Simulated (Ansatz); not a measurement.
**Relaxing BiIr in the zincblende type**

First guess:

```yaml
crystal:
  lattice:
    - [0.00000, 3.21951, 3.21951]
    - [3.21951, 0.00000, 3.21951]
    - [3.21951, 3.21951, 0.00000]
  atoms:
    - { symbol: Ir, position: [0.00000, 0.00000, 0.00000] }
    - { symbol: Bi, position: [0.25000, 0.25000, 0.25000] }
```

Computed with DFT, PBE, PAW with Ansatz's default frozen-core files, scalar-relativistic (Ansatz 0.2.0).

Cell and atoms relax within the symmetry of the start on a 11×11×11 k mesh with 0.03 eV Fermi–Dirac smearing.

The start is built from a prototype, known or not as a phase of this compound; the cutoff is 420 eV.

Spin–orbit coupling is left out, though it moves levels of the heavy atoms by tenths of an eV or more.

Task: What is the pressure of the first guess?

Result: -8.49 GPa.

Task: What does it relax to?

Result: a = 6.134 Å, b = 6.134 Å, c = 6.134 Å, α = 90.00°, β = 90.00°, γ = 90.00° (conventional cell), 28.85 Å³ per atom:
```xyz
2
Lattice="0.0000 3.0671 3.0671 3.0671 0.0000 3.0671 3.0671 3.0671 0.0000" Properties=species:S:1:pos:R:3 pbc="T T T"
Ir    0.0000    0.0000    0.0000
Bi    1.5336    1.5336    1.5336
```

Task: How much energy does the relaxation release?

Result: 139 meV/atom.
